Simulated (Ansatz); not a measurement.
# Computed properties of H4BrN

H₄BrN:
```xyz
6
Lattice="4.0014 0.0000 0.0000 0.0000 4.0014 0.0000 0.0000 0.0000 4.0014" Properties=species:S:1:pos:R:3 pbc="T T T"
H      0.5953     0.5953     3.4061
H      0.5953     3.4061     0.5953
H      3.4061     3.4061     3.4061
H      3.4061     0.5953     0.5953
Br     2.0007     2.0007     2.0007
N      0.0000     0.0000     0.0000
```

Space group P-43m (No. 215); conventional cell a = b = c = 4.0014 Å, α = β = γ = 90.00°.

Method: r²SCAN+D4 in the plane-wave PAW code Ansatz. Geometry: relaxed at this level of theory. Other levels are named where they apply.

Cell and energy:

```json
{
 "volume_per_atom": "10.68 Å³",
 "density": "2.54 g/cm³",
 "Formation energy from the elements (no fitted shifts)": "-0.58 eV/atom"
}
```

Electronic structure:

```json
{
  "band_gap": "4.81 eV (indirect)",
  "valence_band_maximum": "at M",
  "conduction_band_minimum": "at Γ",
  "smallest_direct_gap_on_the_standard_path": "4.89 eV",
  "electron_effective_mass": "0.33 mₑ (isotropic)",
  "Electron effective mass with spin–orbit coupling": "0.33 mₑ (isotropic)",
  "hole_effective_mass": "0.51, 5.2, 5.2 mₑ (principal values)",
  "Hole effective mass with spin–orbit coupling, band 1 of 2 at the edge": "7.8 along [100], 2.4 along [110], 1.8 along [111] (mₑ)",
  "Hole effective mass with spin–orbit coupling, band 2 of 2 at the edge": "0.53 along [100], 0.63 along [110], 0.68 along [111] (mₑ)",
  "HSE06 gap on the r²SCAN+D4 cell": "5.44 eV",
  "Gap with spin–orbit coupling": "4.73 eV"
}
```

Mechanics:

```json
{
  "Elastic constants (relaxed ions, GPa)": "C11 = 42.1, C12 = 13.1, C44 = 11.4",
  "mechanical_stability": "stable (all eigenvalues of C positive)",
  "hill_bulk_and_shear_moduli": "22.8 and 12.6 GPa",
  "Young's modulus": "31.8 GPa",
  "Poisson's ratio": "0.27",
  "debye_temperature_from_the_elastic_constants": "335 K",
  "Piezoelectric stress constants (proper, relaxed ions, C/m²)": "e14 = e25 = e36 = 0.06"
}
```

Dielectric response:

```json
{
 "Electronic dielectric constant ε∞ (DFPT)": "2.97",
 "Static dielectric constant ε0 (ions relaxed, cell fixed)": "6.52",
 "Born charges (a third of the trace)": "H +0.54, Br -1.25, N -0.92 e",
 "Largest static χ(2) component": "4.2 pm/V"
}
```

Phonons:

```json
{
  "Highest zone-centre frequency (without LO–TO term)": "3238 cm⁻¹",
  "zone_centre_stability": "no imaginary mode at Γ",
  "dynamical_stability_on_the_path": "stable (no imaginary branch)",
  "zero_point_energy": "233.8 meV/atom",
  "Vibrational entropy at 300 K": "15.9 J/(K·mol of atoms)"
}
```

Charges:

```json
{
  "bader_charges": "H +0.48, Br -0.76, N -1.16 e"
}
```

The first step of the workflow began from a Materials Project structure, measured or hypothetical; the Crystallography Open Database files this formula in space group No. 215, but the cells were not matched. Its standing as an ambient phase is unchecked. Symmetry was held in the r²SCAN+D4 relaxation. Signs of piezoelectric constants follow the polarity of the cell as given. The references are the lowest solids computed at this level, not always the standard phases (solids in place of the gases). Spin–orbit coupling is left out wherever it is not named.

Potentials: the later of the program's two PAW sets.
